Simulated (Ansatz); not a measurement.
Sc₃InB:
```yaml
crystal:
  lattice:
    - [4.63570, 0.00000, 0.00000]
    - [0.00000, 4.63570, 0.00000]
    - [0.00000, 0.00000, 4.63570]
  atoms:
    - { symbol: B, position: [0.50000, 0.50000, 0.50000] }
    - { symbol: In, position: [0.00000, 0.00000, 0.00000] }
    - { symbol: Sc, position: [0.00000, 0.50000, 0.50000] }
    - { symbol: Sc, position: [0.50000, 0.00000, 0.50000] }
    - { symbol: Sc, position: [0.50000, 0.50000, 0.00000] }
```

Relaxed with PBEsol. Special points in fractions of this cell's reciprocal vectors: Γ (0.000, 0.000, 0.000); X (0.000, 0.500, 0.000); M (0.500, 0.500, 0.000); R (0.500, 0.500, 0.500).

Q: List the band energies nearest the Fermi level at these points for the program Ansatz at the PBEsol with spin–orbit coupling level (PAW).

A: In eV from the Fermi level; about four levels below and three above (degenerate sets whole), none deeper than 8.9 eV; points with the same levels are listed once.

| k | below | above |
|---|---|---|
| Γ | -0.08 -0.08 -0.08 -0.08 | 0.03 0.03 0.03 0.03 |
| X | -0.20 -0.20 -0.10 -0.10 | 0.68 0.68 1.07 1.07 |
| M | -0.39 -0.39 -0.15 -0.15 | 1.64 1.64 1.65 1.65 |
| R | -0.62 -0.62 -0.62 -0.62 | 1.90 1.90 1.90 1.90 1.90 1.90 |

Space group Pm-3m (anti-perovskite). The workflow started from an entry of the Crystallography Open Database (COD). Whether it is the stable phase at ambient conditions was not checked. The cell was relaxed with PBEsol under the symmetry of its start; of distortions, only those at the zone centre were tested. No spin polarisation was allowed.

Potentials: the later of the program's two PAW sets.
